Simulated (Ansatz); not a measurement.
Input:

SiO2:
```xyz
36
Lattice="6.8032 3.9279 4.9413 -6.8032 3.9279 4.9413 0.0000 -7.8557 4.9413" Properties=species:S:1:pos:R:3 pbc="T T T"
Si     1.5542    -5.1603     6.4903
Si    -1.5542     5.1603     8.3337
Si     3.6919     3.9262     6.4903
Si    -3.6919    -3.9262     8.3337
Si    -5.2461     1.2342     6.4903
Si     5.2461    -1.2342     8.3337
Si    -5.2461    -1.2342     8.3337
Si     5.2461     1.2342     6.4903
Si     1.5542     5.1603     8.3337
Si    -1.5542    -5.1603     6.4903
Si     3.6919    -3.9262     8.3337
Si    -3.6919     3.9262     6.4903
O      1.7832    -4.7671     4.9413
O      5.0200     0.8393     4.9413
O      3.2368     3.9279     4.9413
O     -3.2368     3.9279     4.9413
O     -5.0200     0.8393     4.9413
O     -1.7832    -4.7671     4.9413
O     -2.0310    -1.1726    13.0178
O      2.0310     1.1726     1.8062
O      2.0310    -1.1726    13.0178
O     -2.0310     1.1726     1.8062
O      0.0000     2.3452    13.0178
O      0.0000    -2.3452     1.8062
O     -4.3590     2.5167     6.8768
O      4.3590    -2.5167     7.9472
O      0.0000    -5.0333     6.8768
O      0.0000     5.0333     7.9472
O      4.3590     2.5167     6.8768
O     -4.3590    -2.5167     7.9472
O     -2.3942     4.1468     7.4120
O      2.3942    -4.1468     7.4120
O     -2.3942    -4.1468     7.4120
O      2.3942     4.1468     7.4120
O      4.7883     0.0000     7.4120
O     -4.7883     0.0000     7.4120
```

This is the r²SCAN-relaxed structure. Tensor components refer to the Cartesian frame of this cell.

Task: All from r²SCAN in the plane-wave PAW code Ansatz, unless another level is named. Estimate the Poisson's ratio.

Result: 0.39.

Task: Predict the elastic constants (relaxed ions, GPa).

Result: C11 = 103, C12 = 66.3, C13 = 63.2, C14 = 3.8, C33 = 63.2, C44 = 25.4.

Space group R-3m. The workflow started from a Materials Project entry (that database holds measured and hypothetical structures alike); the Crystallography Open Database copy checked does not list it. It is not the phase usual at ambient conditions (space group No. 92, 152, 154). The cell was relaxed with r²SCAN under the symmetry of its start; whether a distortion lowers the energy is not shown.

Potentials: the earlier of the program's two PAW sets.
